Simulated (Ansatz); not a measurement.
SiC:
```
SiC
1.0
    5.78741     0.00000     0.00000
    0.00000     3.12484     0.00000
    0.00000     0.00000     5.18329
Si C
4 4
Direct
  0.15934   0.25000   0.40434
  0.34066   0.75000   0.90434
  0.84066   0.75000   0.59566
  0.65934   0.25000   0.09566
  0.82350   0.25000   0.39684
  0.67650   0.75000   0.89684
  0.17650   0.75000   0.60316
  0.32350   0.25000   0.10316
```

Relaxed with r²SCAN.

Map the electron localisation function on the plane through (0.159, 0.250, 0.404) spanned by u = [1, 0, 0] and v = [0, 0, 1] in lattice vectors, from r²SCAN in the plane-wave PAW code Ansatz.

x is the fraction of u, y of v (the angle between them is 90°; rows are the nearest grid lines); atoms in the plane: Si at (0.00, 0.00), Si at (0.50, 0.69), C at (0.66, 0.99), C at (0.16, 0.70).
```
|*-..---:.   :=*##+.  =%@@@*::*|
|-::=**+=:...:+#%%#- .+%@@@#:.-|
|:=#%@%#*=-::-+%@@@#+=#%@@@#-.:|
|*%@@@@%#**=--+%@@@@%%%%@@%*--*|
|@@@@@%%%%@%#=-=#@@@@%##*+=-=#@|
|%@@%*=+%@@@%+..-*%@%#*+=-::=#%|
|%%%+. :#@@@@+.:::-***=-:...-*%|
|###-  .*@@@%-.++..:--:.   .-+#|
|*##+:.-*%%%*:.::...::.    .:+*|
|*###*+*###*=.  ..::::.     :=*|
|+##%%###*+=:...::---:.     .-+|
|=*##%%#*+-:..::-==-:.      .:=|
| .-=++=-.   ..::::..          |
|  ..:::.      ....            |
|                              |
|                              |
|                              |
|....             ..::..     ..|
|::::.          .:-=+=-:.   ..:|
|----:.        .-=**#*+=:....:-|
|.:---:.     .:=*#%%%##**=-:...|
|...:::.     .-+*##*+**###+-. .|
|:...:::.    .=*##*-.:+%%%%=..:|
|*-..---:.   :=*##+.  =%@@@*::*|
```
Scale: ten equal steps from 0.010 (start of ' ') to 0.922 (end of '@'), in the order ' .:-=+*#%@'; x runs from 0.000 to 1.00, y from 0.000 (bottom) to 1.00 (top).

The density is the valence pseudo-density with augmentation charge, so density and ELF within about 1 Å of a nucleus are not all-electron values.

Space group Pnma. The start of the workflow was typed in or built on a structure type; neither database checked (COD, Materials Project) lists it. It is not the phase usual at ambient conditions (space group No. 186, 216). Symmetry was held in the r²SCAN relaxation; its stability against distortions is not shown here.

Potentials: the later of the program's two PAW sets.
